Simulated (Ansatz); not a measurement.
**Quadrupolar parameters in TiO₂ under strain**

The cell is an entry of the Crystallography Open Database (COD), relaxed with PBE at fixed cell and then changed (z stretched by 3 %, ions relaxed).

```xyz
24
Lattice="5.1450 0.0000 0.0000 0.0000 9.1850 0.0000 0.0000 0.0000 5.6104" Properties=species:S:1:pos:R:3 pbc="T T T"
Ti    0.7058    1.1853    5.1057
Ti    3.2783    3.4072    0.5047
Ti    4.4392    5.7778    3.3099
Ti    1.8667    7.9997    2.3005
Ti    4.4392    7.9997    0.5047
Ti    1.8667    5.7778    5.1057
Ti    0.7058    3.4072    2.3005
Ti    3.2783    1.1853    3.3099
O     2.3885    2.1163    5.0006
O     4.9610    2.4762    0.6098
O     2.7565    6.7088    3.4150
O     0.1840    7.0687    2.1954
O     2.7565    7.0687    0.6098
O     0.1840    6.7088    5.0006
O     2.3885    2.4762    2.1954
O     4.9610    2.1163    3.4150
O     4.1972    0.0913    4.7878
O     1.6247    4.5012    0.8226
O     0.9478    4.6838    3.6278
O     3.5203    9.0937    1.9826
O     0.9478    9.0937    0.8226
O     3.5203    4.6838    4.7878
O     4.1972    4.5012    1.9826
O     1.6247    0.0913    3.6278
```

Atom numbers follow the list; atoms alike are taken as one site, whose name carries the number of the first.

Method: Kohn–Sham DFT in Ansatz, PBE, plane waves and PAW, scalar-relativistic, 420 eV cutoff, Γ-centred 5×3×5 k-points, Fermi–Dirac smearing 0.02 eV.

Conventions: |V_zz| ≥ |V_yy| ≥ |V_xx|, η = (V_xx − V_yy)/V_zz, C_Q = eQV_zz/h. Directions are in the Cartesian axes of the cell vectors above, for the atom listed; none is given where the gradient is under 0.02 or η is above 0.95.

```csv
site,first atom,first shell,V_zz (10²¹ V/m²),η,"direction of V_zz (x, y, z)"
Ti,1,6 O at 1.86–2.13 Å,-2.64,0.50,0.63 0.67 -0.38
O9,9,3 Ti at 1.92–2.13 Å,-2.48,0.91,-0.15 0.79 -0.59
O17,17,3 Ti at 1.86–2.06 Å,2.15,0.85,0.52 -0.50 0.69
```
